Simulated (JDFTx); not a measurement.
System: Ca(111) (Fm-3m bulk; lattice of mp-45, not re-optimised at this level), 1x1 cell of 3 atoms in 3 planes, area 13.47 Å² a face, 6.3 Å between the outermost planes in a cell 22.4 Å high; k mesh 6×6×1, Fermi width 0.01 Ha, no spin polarisation.

Computed with a modified build of JDFTx: PBE, GBRV ultrasoft potentials, plane waves to 20/100 Ha. Liquid on both sides: SCCS (g09 parameters), water, 0.5 M NaF; nuclei fixed, outer atoms relaxed in vacuum. SHE scale: U = −μ/e − 4.44 V, by convention. Both faces are the same ideal termination; reconstructions, overlayers and chemisorbed solvent are outside this model. Convergence in thickness and k mesh wasn't tested for this slab. Whether the real solid would dissolve in or react with the liquid is outside the model.

Question: Predict the potential of zero charge and the surface charge against electrode potential.

Answer: The potential of zero charge is -1.77 V vs SHE.

```tsv
U (V vs SHE)	μ (eV)	excess electrons per cell	σ (μC/cm², per face)	run
-2.15	-2.29	0.038	-2.3	fixed potential
-1.95	-2.49	0.009	-0.5	fixed potential
-1.77	-2.67	0.000	0.0	neutral
```
